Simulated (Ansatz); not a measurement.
# Mo5W: zone-centre modes

These are results of Ansatz 0.2.0, DFT PBE, scalar-relativistic, plane waves, PAW, not measurements. Cutoff 420 eV, 16×16×4 k-points (Γ-centred), Fermi-Dirac smearing of 0.15 eV. No spin polarisation. Phonons by linear response, acoustic sum rule imposed.

Relaxed structure:
```yaml
crystal:
  lattice:
    - [1.58249, -2.23832, 0.00000]
    - [1.58249, 2.23832, 0.00000]
    - [0.00000, 0.00000, 13.43009]
  atoms:
    - { symbol: Mo, position: [0.00000, 0.00000, 0.83275] }
    - { symbol: Mo, position: [0.50000, 0.50000, 0.66629] }
    - { symbol: Mo, position: [0.00000, 0.00000, 0.50000] }
    - { symbol: Mo, position: [0.50000, 0.50000, 0.33371] }
    - { symbol: Mo, position: [0.00000, 0.00000, 0.16725] }
    - { symbol: W, position: [0.50000, 0.50000, 0.00000] }
```

The cell was found from a structure generator's guess, not taken from experiment. In a metal, frequencies depend on the k mesh and the smearing, soft modes most. Spin–orbit coupling is left out, which matters for heavy elements.

Q: Is this structure stable against zone-centre distortions?

A: Yes, at Γ: no optical mode is imaginary. Strains and other wave vectors aren't tested by this run.

Q: List the optical modes at Γ (i marks imaginary ones).

A:
| frequency (meV) | degeneracy |
| --- | --- |
| 8.5 | 1 |
| 9.8 | 1 |
| 10.0 | 1 |
| 11.3 | 1 |
| 16.0 | 1 |
| 16.6 | 1 |
| 17.6 | 1 |
| 18.0 | 1 |
| 18.2 | 1 |
| 18.2 | 1 |
| 20.0 | 1 |
| 23.1 | 1 |
| 26.3 | 1 |
| 28.3 | 1 |
| 31.4 | 1 |
